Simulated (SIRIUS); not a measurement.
Input and output of a self-consistent single point for Ge3PbSe4 (Pm, 8 atoms in the cell; from Materials Project mp-1224389, changed as shown) (SIRIUS).

Computed with PBEsol, GBRV PBEsol ultrasoft pseudopotentials (plane waves; SIRIUS).

The change in words: lattice vector a scaled by 1.01. Reference geometry (Pm):
```
Ge3PbSe4
1.0
    4.59551     0.00000     0.00000
    0.00000     3.99623     0.00000
   -0.00948     0.00000    11.48214
Ge Pb Se
3 1 4
Direct
  0.12680   0.00000   0.87420
  0.62610   0.50000   0.63110
  0.87820   0.50000   0.12500
  0.40830   0.00000   0.38750
  0.50930   0.00000   0.13780
  0.98950   0.00000   0.65220
  0.49310   0.50000   0.84660
  0.96870   0.50000   0.34550
```

Reference input (self-consistent single point, DFT, PBEsol, plane waves, GBRV PBEsol ultrasoft pseudopotentials): parameters.ngridk = 3 3 1; parameters.xc_functionals = [XC_GGA_X_PBE_SOL, XC_GGA_C_PBE_SOL]; parameters.gk_cutoff = 6.325 1/bohr; parameters.pw_cutoff = 14.143 1/bohr; parameters.smearing = gaussian; parameters.smearing_width = 0.000367493 Ha; potentials = GBRV PBEsol ultrasoft pseudopotentials; parameters.electronic_structure_method = pseudopotential; parameters.num_bands = 48; parameters.num_mag_dims = 0; parameters.num_dft_iter = 100; parameters.energy_tol = 1e-07 Ha. This run's input differs from it in these lines:

```diff
@@ -32,7 +32,7 @@
     "lattice_vectors": [
-      [1.0000000349, 0.0, 0.0],
-      [0.0, 0.8695944823, 0.0],
-      [-0.0020626656, 0.0, 2.4985554162]
+      [0.999999962, 0.0, 0.0],
+      [0.0, 0.8609845918, 0.0],
+      [-0.0020422431, 0.0, 2.4738171168]
     ],
-    "lattice_vectors_scale": 8.684255,
+    "lattice_vectors_scale": 8.771098,
     "atom_coordinate_units": "lattice",
```

Output (repeated stretches shortened):

```
[find] density tolerance         : 1e-06
[find] total energy tolerance    : 1e-07
[find] iter_solver_tol (initial) : 0.01
[find] iter_solver_tol (target)  : 1e-13
[find] num_dft_iter              : 100
Charges and magnetic moments
--------------------------------------------------------------------------------
total charge          : 80.000000
[find] | SCF iteration   0 out of 100|
[diagonalize] iterative solver tolerance (occupied, empty): 0.01 0.01
[diagonalize] average number of iterations: 2
[find] Charges and magnetic moments
[find] total charge          : 80.000000
[find] Energy
[find] smearing (-TS)                 :       0.00000000
   [... lines left out ...]

[find] Charges and magnetic moments
[find] total charge          : 80.000000
[find] Energy
[find] smearing (-TS)                 :      -0.00000000
[find] Total energy                   :    -488.39583562 (Ha),    -976.79167125 (Ry)
[find] Free energy (E-TS)             :    -488.39583562 (Ha),    -976.79167125 (Ry)
[find] band gap (eV)                  :       0.89555607
[find] Efermi                         :       0.25708042
[find] iteration : 36, RMS (target) : 6.4309e-07 (1.0000e-06) , energy difference (target) : -2.0975e-11 (1.0000e-07)
[find] bands are converged : true
[find] iterative solver converged : true
[find] converged after 37 SCF iterations!
[find] Charges and magnetic moments
[find] total charge          : 80.000000
[find] Energy
[find] smearing (-TS)                 :      -0.00000000
[find] Total energy                   :    -488.39583562 (Ha),    -976.79167125 (Ry)
[find] Free energy (E-TS)             :    -488.39583562 (Ha),    -976.79167125 (Ry)
[find] band gap (eV)                  :       0.89555607
[find] Efermi                         :       0.25708042
[ground_state] === stress tensor components [kbar] ===
[ground_state] === stress_total ===
[ground_state]    42.654316    0.000000    0.093034
[ground_state]     0.000000   20.191159    0.000000
[ground_state]     0.093034    0.000000   19.374828
[ground_state] ==== total Forces in Ha/bohr =====
   [... lines left out ...]
[ground_state] atom:    3, force:      -0.0020289      0.0000000     -0.0052707
[ground_state] atom:    4, force:       0.0072715      0.0000000     -0.0039562
[ground_state] atom:    5, force:      -0.0074490      0.0000000      0.0009794
[ground_state] atom:    6, force:      -0.0068059      0.0000000     -0.0005315
[ground_state] atom:    7, force:       0.0013766      0.0000000      0.0013259
```

The run converged in 37 iterations. SIRIUS prints the stress tensor with tension positive. Against the reference run the free energy rises by 6.5 meV/atom, the pressure goes from -2.34 to -2.74 GPa and the largest force goes from 0.416 to 0.479 eV/Å.

Spin-orbit coupling is left out, which matters for bands and gaps with elements this heavy. The structure comes from a collection of computed structures, made at another level of theory; the collection holds predicted forms beside known ones.

Cost on one core: very roughly 2.2 core-minutes.

The gap that the log prints is read on the run's mesh, which can miss the band edges or a crossing.
